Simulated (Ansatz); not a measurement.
# BiBrO, a database entry at a rescaled volume

```yaml
crystal:
  lattice:
    - [3.97117, 0.00000, 0.00000]
    - [0.00000, 3.97117, 0.00000]
    - [0.00000, 0.00000, 8.21587]
  atoms:
    - { symbol: Bi, position: [0.00000, 0.50000, 0.15300] }
    - { symbol: Bi, position: [0.50000, 0.00000, 0.84700] }
    - { symbol: O, position: [0.00000, 0.00000, 0.00000] }
    - { symbol: O, position: [0.50000, 0.50000, 0.00000] }
    - { symbol: Br, position: [0.00000, 0.50000, 0.65000] }
    - { symbol: Br, position: [0.50000, 0.00000, 0.35000] }
```

Method: PBEsol, spin-orbit coupling; PAW, plane waves to 420 eV, 8×8×4 Γ-centred mesh, fermi-dirac occupations (width 0.1 eV) (Ansatz 0.2.0), atoms fixed.

The state carries no moments; the state need not be the lowest.

Problem. Give the Bader charges.

Solution. Bader charges in e: Bi +1.68, Br -0.56, O -1.12. In the mean Bi gives up most and O takes most.

Problem. Which atom feels the largest force, and which way?

Solution. The largest is on Br5 (and as large on other atoms): 0.39 eV/Å, components (0.00, 0.00, 0.39). It makes 60° with the line to a nearest neighbour, Bi2 at 3.24 Å.

Problem. What is the band gap?

Solution. The gap is 1.69 eV, indirect (the least direct gap found is 1.81 eV). A semilocal functional usually gives too small a gap.

Problem. Which orbitals make up the band edges?

Solution. Within 0.7 eV of the edges, the states project mainly on Br p (77 %) and O p (15 %) below the gap and on Bi p (66 %) and Br p (13 %) above it.

Problem. Is the cell too large or too small?

Solution. The pressure is -3.2 GPa (compression positive), so with the atoms held at these fractions the cell would first shrink. The principal stresses -3.5, -3.5, -2.5 GPa differ, so its shape would change too.

Problem. Is it stable against the elements?

Solution. -1.02 eV an atom against the elements' usual phases (free molecules for gases, crystals otherwise, with no correction for O₂ or N₂), so it is bound against them; other compounds may still compete. Relaxing would lower it.

Origin: a database entry at a rescaled volume.
